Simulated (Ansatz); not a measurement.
LuNi$_{4}$Sn:
```cif
data_Lu4Ni16Sn4
_chemical_formula_sum 'Lu4 Sn4 Ni16'
_space_group_name_H-M_alt 'F-43m'
_space_group_IT_number 216
_space_group_name_Hall 'F -4 2 3'
_cell_length_a 6.92716
_cell_length_b 6.92716
_cell_length_c 6.92716
_cell_angle_alpha 90.000
_cell_angle_beta 90.000
_cell_angle_gamma 90.000
loop_
_atom_site_label
_atom_site_type_symbol
_atom_site_symmetry_multiplicity
_atom_site_Wyckoff_symbol
_atom_site_fract_x
_atom_site_fract_y
_atom_site_fract_z
_atom_site_occupancy
Lu1 Lu 4 a 0.00000 0.00000 0.00000 1
Sn1 Sn 4 c 0.25000 0.25000 0.25000 1
Ni1 Ni 16 e 0.62461 0.62461 0.62461 1
```
(The calculation used a cell of 6 atoms; values per cell refer to that cell.)

Relaxed with r²SCAN.

### Question
Which orbitals make up the states near the Fermi level in r²SCAN in the plane-wave PAW code Ansatz?

### Answer
Within 0.5 eV of the Fermi level: Ni 3d 72 %, Sn 5p 11 %, Lu 5d 6 %. Projections are on Löwdin-orthogonalised atomic valence shells; empty p or d shells of many metals are not among them.

### Question
Tabulate the density of states.

### Answer
States/eV per cell of 6 atoms, in 0.25 eV bins, energy from the Fermi level.

| E (eV) | total | Ni 3d | Lu 4f | Lu 5d |
|---|---|---|---|---|
| -7.85 | 0.00 | 0.00 | 0.00 | 0.00 |
| -7.60 | 0.00 | 0.00 | 0.00 | 0.00 |
| -7.35 | 0.00 | 0.00 | 0.00 | 0.00 |
| -7.10 | 0.02 | 0.00 | 0.00 | 0.00 |
| -6.85 | 0.50 | 0.03 | 0.00 | 0.03 |
| -6.60 | 1.16 | 0.08 | 0.00 | 0.11 |
| -6.35 | 3.39 | 0.29 | 0.01 | 0.47 |
| -6.10 | 1.51 | 0.20 | 0.01 | 0.24 |
| -5.85 | 0.61 | 0.14 | 0.01 | 0.10 |
| -5.60 | 0.81 | 0.15 | 0.02 | 0.10 |
| -5.35 | 1.49 | 0.24 | 0.05 | 0.17 |
| -5.10 | 1.62 | 0.29 | 0.10 | 0.19 |
| -4.85 | 2.25 | 0.38 | 0.44 | 0.23 |
| -4.60 | 50.60 | 1.36 | 47.21 | 0.35 |
| -4.35 | 8.25 | 0.87 | 6.03 | 0.27 |
| -4.10 | 7.22 | 3.16 | 1.00 | 0.67 |
| -3.85 | 6.08 | 3.44 | 0.32 | 0.59 |
| -3.60 | 3.68 | 2.48 | 0.12 | 0.29 |
| -3.35 | 6.78 | 5.34 | 0.14 | 0.28 |
| -3.10 | 8.58 | 7.06 | 0.12 | 0.33 |
| -2.85 | 8.77 | 7.44 | 0.08 | 0.36 |
| -2.60 | 11.97 | 11.10 | 0.06 | 0.19 |
| -2.35 | 16.72 | 14.76 | 0.06 | 0.83 |
| -2.10 | 12.13 | 10.27 | 0.03 | 0.81 |
| -1.85 | 11.33 | 9.75 | 0.02 | 0.61 |
| -1.60 | 10.56 | 9.18 | 0.02 | 0.61 |
| -1.35 | 8.93 | 8.18 | 0.02 | 0.29 |
| -1.10 | 18.27 | 17.48 | 0.03 | 0.30 |
| -0.85 | 14.76 | 13.84 | 0.01 | 0.40 |
| -0.60 | 7.31 | 6.60 | 0.01 | 0.15 |
| -0.35 | 6.08 | 4.91 | 0.01 | 0.21 |
| -0.10 | 4.88 | 3.34 | 0.01 | 0.29 |
| 0.15 | 4.76 | 3.12 | 0.01 | 0.32 |
| 0.40 | 4.45 | 2.92 | 0.00 | 0.44 |
| 0.65 | 2.54 | 1.63 | 0.00 | 0.26 |
| 0.90 | 0.23 | 0.08 | 0.00 | 0.07 |
| 1.15 | 0.49 | 0.15 | 0.00 | 0.16 |
| 1.40 | 0.90 | 0.25 | 0.00 | 0.28 |
| 1.65 | 2.12 | 0.54 | 0.00 | 0.62 |
| 1.90 | 3.46 | 0.83 | 0.00 | 1.07 |
| 2.15 | 4.04 | 0.89 | 0.00 | 1.52 |
| 2.40 | 3.59 | 0.82 | 0.00 | 1.46 |
| 2.65 | 2.51 | 0.47 | 0.00 | 1.11 |
| 2.90 | 4.71 | 0.75 | 0.00 | 2.64 |
| 3.15 | 5.58 | 0.79 | 0.00 | 2.89 |
| 3.40 | 5.68 | 0.75 | 0.00 | 2.99 |
| 3.65 | 2.65 | 0.32 | 0.00 | 1.10 |
| 3.90 | 1.97 | 0.24 | 0.00 | 0.56 |
| 4.15 | 1.15 | 0.12 | 0.00 | 0.48 |
| 4.40 | 0.98 | 0.09 | 0.00 | 0.42 |
| 4.65 | 0.94 | 0.08 | 0.00 | 0.40 |

The workflow started from an entry of the Crystallography Open Database (COD). Its standing as an ambient phase is unchecked. Symmetry was held in the r²SCAN relaxation; whether a distortion lowers the energy is not shown. The workflow began spin-polarised and lost its moments. Spin–orbit coupling is left out wherever it is not named.

Potentials: the later of the program's two PAW sets.
